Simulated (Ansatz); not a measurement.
Data:

B:
```
B
1.0
    2.44212     1.40996     4.16147
   -2.44212     1.40996     4.16147
    0.00000    -2.81992     4.16147
B
12
Direct
  0.01002   0.65421   0.01002
  0.98998   0.34579   0.98998
  0.01002   0.01002   0.65421
  0.98998   0.98998   0.34579
  0.65421   0.01002   0.01002
  0.34579   0.98998   0.98998
  0.22083   0.63127   0.22083
  0.77917   0.36873   0.77917
  0.22083   0.22083   0.63127
  0.77917   0.77917   0.36873
  0.63127   0.22083   0.22083
  0.36873   0.77917   0.77917
```

This is the r²SCAN+D4-relaxed structure. Tensor components refer to the Cartesian frame of this cell.

Question: All from r²SCAN+D4 (plane waves, PAW; program Ansatz), unless another level is named. Estimate the smallest direct gap on the standard path.

Answer: 1.99 eV.

Question: What about the band gap?

Answer: 1.58 eV (indirect).

Question: And the conduction-band minimum?

Answer: off the standard path, at k = (0.323, 0.323, -0.258).

Question: Predict the valence-band maximum.

Answer: at T.

Space group R-3m (α-B12). Symmetry was held in the r²SCAN+D4 relaxation.

Potentials: the later of the program's two PAW sets.
